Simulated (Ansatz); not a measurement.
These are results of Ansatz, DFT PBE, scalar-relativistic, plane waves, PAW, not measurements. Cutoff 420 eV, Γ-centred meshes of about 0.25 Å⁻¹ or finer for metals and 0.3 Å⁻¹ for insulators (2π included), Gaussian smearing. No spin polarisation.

All energies are static (0 K, no zero-point motion).

Two relaxed structures of Ta₅Br₃:

A.

```
Ta Br
1.0
     3.30889    0.00000    0.00000
    -1.65444    2.86558    0.00000
     0.00000    0.00000   39.20584
Ta Br
10 6
Direct
  0.00000 0.00000 0.39482
  0.33333 0.66667 0.28941
  0.66667 0.33333 0.34212
  0.00000 0.00000 0.60518
  0.66667 0.33333 0.71059
  0.33333 0.66667 0.65788
  0.00000 0.00000 0.92021
  0.66667 0.33333 0.97209
  0.00000 0.00000 0.07979
  0.33333 0.66667 0.02791
  0.33333 0.66667 0.44379
  0.00000 0.00000 0.24044
  0.66667 0.33333 0.55621
  0.00000 0.00000 0.75957
  0.33333 0.66667 0.87093
  0.66667 0.33333 0.12907
```

B.

```
Ta Br
1.0
     3.14025    0.00000    0.00000
     0.00000    4.97572    0.00000
     0.00000    0.00000    9.94304
Ta Br
5 3
Direct
  0.00000 0.00000 0.50000
  0.00000 0.00000 0.00000
  0.50000 0.50000 0.00000
  0.50000 0.00000 0.76319
  0.50000 0.00000 0.23681
  0.00000 0.50000 0.78442
  0.00000 0.50000 0.21558
  0.50000 0.50000 0.50000
```

Problem. Which is lower in energy, and by how much?

Solution. A is lower, by 0.74 eV/atom. A has space group P-3m1 (No. 164), 23.2 Å³/atom and no gap on its mesh; B has space group Pmmm (No. 47), 19.4 Å³/atom and no gap. Counting Br atoms around Ta (those within 1.25 times the shortest such distance or 1.15 times the sum of covalent radii, 1.27 where that leaves under three; a plus sign parts nearer from farther groups; the shortest distance is added where it exceeds 1.18 times the sum of covalent radii; a slash parts the counts of unlike sites), A has Ta 3/3 from 4.4 Å/6+6 from 4.4 Å and B has Ta 4/4+2. Both come from trial cells of a structure search.

Spin–orbit coupling, which can matter for Ta, is left out. Trial moments fell under 0.15 μB along the way in P-3m1 and Pmmm; another start might hold them. Cells relaxed within their symmetry can be saddle points.
